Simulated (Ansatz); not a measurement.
RuBr3:
```yaml
crystal:
  lattice:
    - [6.23417, 0.00000, 0.00000]
    - [-3.11708, 5.39895, 0.00000]
    - [0.00000, 0.00000, 5.73571]
  atoms:
    - { symbol: Ru, position: [0.00000, 0.00000, 0.00000] }
    - { symbol: Ru, position: [0.00000, 0.00000, 0.50000] }
    - { symbol: Br, position: [0.32033, 0.32033, 0.25000] }
    - { symbol: Br, position: [0.00000, 0.32033, 0.75000] }
    - { symbol: Br, position: [0.67967, 0.00000, 0.25000] }
    - { symbol: Br, position: [0.67967, 0.67967, 0.75000] }
    - { symbol: Br, position: [0.00000, 0.67967, 0.25000] }
    - { symbol: Br, position: [0.32033, 0.00000, 0.75000] }
```

Relaxed with LDA. Special points in fractions of this cell's reciprocal vectors: Γ (0.000, 0.000, 0.000); M (0.500, 0.000, 0.000); K (0.333, 0.333, 0.000); A (0.000, 0.000, 0.500); L (0.500, 0.000, 0.500); H (0.333, 0.333, 0.500).

List the band energies nearest the Fermi level at these points for the program Ansatz at the LDA with spin–orbit coupling level (PAW).

In eV from the Fermi level; about four levels below and three above (degenerate sets whole), none deeper than 8.9 eV; points with the same levels are listed once.

```
k                    below                above
-  -----------------------  -------------------
Γ  -0.94 -0.94 -0.92 -0.92  0.03 0.03 0.11 0.11
M  -0.93 -0.93 -0.63 -0.63  0.07 0.07 0.77 0.77
K  -0.34 -0.34 -0.21 -0.21  1.01 1.01 1.47 1.47
A  -0.25 -0.25 -0.25 -0.25  2.17 2.17 2.17 2.17
L  -0.28 -0.28 -0.28 -0.28  1.41 1.41 1.41 1.41
H  -0.36 -0.36 -0.36 -0.36  1.56 1.56 1.56 1.56
```

Space group P6_3/mcm. The workflow started from an entry of the Crystallography Open Database (COD, 293 K), which files this formula under 2 space groups. Whether it is the stable phase at ambient conditions was not checked. The LDA relaxation kept the symmetry of its start; whether a distortion lowers the energy is not shown. No spin polarisation was allowed. A crystal of weakly bound chains computed without a dispersion correction: the cell and the soft elastic constants depend strongly on that.

Potentials: the later of the program's two PAW sets.
